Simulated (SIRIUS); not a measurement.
Input and output of a self-consistent single point for CoSi2 (Fm-3m, 12 atoms in the cell; from Materials Project mp-2379, changed as shown) (SIRIUS).

Computed with PBE, GBRV PBE ultrasoft pseudopotentials (plane waves; SIRIUS).

The change in words: lattice scaled by 0.98. Reference geometry (Fm-3m):
```
CELL_PARAMETERS angstrom
      5.31815     0.00000     0.00000
      0.00000     5.31815     0.00000
      0.00000     0.00000     5.31815
ATOMIC_POSITIONS crystal
  Co 0.00000 0.00000 0.00000
  Co 0.00000 0.50000 0.50000
  Co 0.50000 0.00000 0.50000
  Co 0.50000 0.50000 0.00000
  Si 0.25000 0.25000 0.75000
  Si 0.25000 0.75000 0.75000
  Si 0.25000 0.75000 0.25000
  Si 0.25000 0.25000 0.25000
  Si 0.75000 0.25000 0.25000
  Si 0.75000 0.75000 0.25000
  Si 0.75000 0.75000 0.75000
  Si 0.75000 0.25000 0.75000
```

Reference input (self-consistent single point, DFT, PBE, plane waves, GBRV PBE ultrasoft pseudopotentials): parameters.ngridk = 4 4 4; parameters.xc_functionals = [XC_GGA_X_PBE, XC_GGA_C_PBE]; parameters.gk_cutoff = 6.325 1/bohr; parameters.pw_cutoff = 14.143 1/bohr; parameters.smearing = fermi_dirac; parameters.smearing_width = 0.00367493 Ha; potentials = GBRV PBE ultrasoft pseudopotentials; parameters.electronic_structure_method = pseudopotential; parameters.num_bands = 60; parameters.num_mag_dims = 0; parameters.num_dft_iter = 100; parameters.energy_tol = 1e-07 Ha. This run's input differs from it in these lines:

```diff
@@ -32,5 +32,5 @@
     "lattice_vectors": [
-      [10.0498526589, 0.0, 0.0],
-      [0.0, 10.0498526589, 0.0],
-      [0.0, 0.0, 10.0498526589]
+      [9.8488557191, 0.0, 0.0],
+      [0.0, 9.8488557191, 0.0],
+      [0.0, 0.0, 9.8488557191]
     ],
@@ -45,15 +45,15 @@
         [0.0, 0.0, 0.0],
-        [0.0, 5.0249263294, 5.0249263294],
-        [5.0249263294, 0.0, 5.0249263294],
-        [5.0249263294, 5.0249263294, 0.0]
+        [0.0, 4.9244278595, 4.9244278595],
+        [4.9244278595, 0.0, 4.9244278595],
+        [4.9244278595, 4.9244278595, 0.0]
       ],
       "Si": [
-        [2.5124631647, 2.5124631647, 7.5373894941],
-        [2.5124631647, 7.5373894941, 7.5373894941],
-        [2.5124631647, 7.5373894941, 2.5124631647],
-        [2.5124631647, 2.5124631647, 2.5124631647],
-        [7.5373894941, 2.5124631647, 2.5124631647],
-        [7.5373894941, 7.5373894941, 2.5124631647],
-        [7.5373894941, 7.5373894941, 7.5373894941],
-        [7.5373894941, 2.5124631647, 7.5373894941]
+        [2.4622139298, 2.4622139298, 7.3866417893],
+        [2.4622139298, 7.3866417893, 7.3866417893],
+        [2.4622139298, 7.3866417893, 2.4622139298],
+        [2.4622139298, 2.4622139298, 2.4622139298],
+        [7.3866417893, 2.4622139298, 2.4622139298],
+        [7.3866417893, 7.3866417893, 2.4622139298],
+        [7.3866417893, 7.3866417893, 7.3866417893],
+        [7.3866417893, 2.4622139298, 7.3866417893]
       ]
```

Log, with long lists cut:

```
[find] density tolerance         : 1e-06
[find] total energy tolerance    : 1e-07
[find] iter_solver_tol (initial) : 0.01
[find] iter_solver_tol (target)  : 1e-13
[find] num_dft_iter              : 100
Charges and magnetic moments
--------------------------------------------------------------------------------
total charge          : 100.000000
[find] | SCF iteration   0 out of 100|
[diagonalize] iterative solver tolerance (occupied, empty): 0.01 0.01
[diagonalize] average number of iterations: 4
[find] Charges and magnetic moments
[find] total charge          : 100.000000
[find] Energy
   [... lines left out ...]

[find] Charges and magnetic moments
[find] total charge          : 100.000000
[find] Energy
[find] smearing (-TS)                 :      -0.00465988
[find] Total energy                   :    -635.53181496 (Ha),   -1271.06362993 (Ry)
[find] Free energy (E-TS)             :    -635.53647484 (Ha),   -1271.07294969 (Ry)
[find] band gap (eV)                  :       0.00000000
[find] Efermi                         :       0.52189527
[find] iteration : 25, RMS (target) : 7.4952e-07 (1.0000e-06) , energy difference (target) : 2.8870e-09 (1.0000e-07)
[find] bands are converged : true
[find] iterative solver converged : false
[find] converged after 26 SCF iterations!
[find] Charges and magnetic moments
[find] total charge          : 100.000000
[find] Energy
[find] smearing (-TS)                 :      -0.00465988
[find] Total energy                   :    -635.53181496 (Ha),   -1271.06362993 (Ry)
[find] Free energy (E-TS)             :    -635.53647484 (Ha),   -1271.07294969 (Ry)
[find] band gap (eV)                  :       0.00000000
[find] Efermi                         :       0.52189527
[ground_state] === stress tensor components [kbar] ===
[ground_state] === stress_total ===
[ground_state]  -179.523006   -0.000000   -0.000000
[ground_state]    -0.000000 -179.523006   -0.000000
[ground_state]    -0.000000   -0.000000 -179.523006
[ground_state] ==== total Forces in Ha/bohr =====
[ground_state] atom:    0, force:       0.0000000      0.0000000      0.0000000
   [... zero for the other atoms too ...]
```

The run converged in 26 iterations. SIRIUS prints the stress tensor with tension positive. Against the reference run the free energy goes up by 49.5 meV/atom and the pressure goes from 4.27 to 17.95 GPa.

The run has no spin polarisation, so moments on Co cannot form. The structure comes from a collection of computed structures, made at another level of theory; the collection holds predicted forms beside known ones. Its lattice was then scaled. No clean gap shows at this smearing width and mesh (spacing up to 0.30 Å⁻¹); the mesh is coarse for partly filled bands, so the values carry mesh errors.

Cost on one core: about 2.0 core-minutes (a rough figure).
